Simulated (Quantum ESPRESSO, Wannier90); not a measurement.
Zn2SeS (P-4m2), plane waves to Wannier functions

```xyz
4
Lattice="3.9093 0.0000 0.0000 0.0000 3.9093 0.0000 0.0000 0.0000 5.5221" Properties=species:S:1:pos:R:3 pbc="T T T"
Zn     1.9546     0.0000    -1.3084
Zn     0.0000     1.9546     1.3084
Se     0.0000     0.0000     2.7611
S      1.9546     1.9546     0.0000
```

Structure: Materials Project mp-1215430, symmetrised, not relaxed again. Not found in the COD (Crystallography Open Database) copy used; not checked further. Level: PBEsol, no spin polarisation, no spin-orbit coupling; pw.x of Quantum ESPRESSO at 69 Ry with PseudoDojo potentials, 8×8×6 k-points, Wannier90. Density: 8×8×6 mesh, cold smearing 0.01 Ry. Spin-orbit coupling, left out, would split the p-like bands by a few tenths of an eV.

Bands 14-15,26-31 form an isolated set from -13.30 to 0.00 eV relative to the valence-band maximum (on the path) and are turned into 8 Wannier functions by minimising the spread from the start: s functions at the bond centres. Bands 16–25 (Zn 3d 94 %) lie between the kept ones and are excluded.

### Question
Where do the functions sit, how wide are they and what are they made of?

### Answer
| functions | spread (Å²) | nearest atom, distance (Å) | second atom, distance (Å) | weight on atomic waves |
|---|---|---|---|---|
| 4 | 2.55 | Se 0.70 | Zn 1.73 | Se 4p 58 %, Se 4s 22 %, Zn 4s 9 % |
| 4 | 2.46 | S 0.66 | Zn 1.69 | S 3p 57 %, S 3s 22 %, Zn 3d 9 % |

Ω_I = 19.39 Å², Ω_total = 20.04 Å²; the interpolated bands follow pw.x to 4.1 meV rms on the path. It is the lowest total spread that any start reached here.
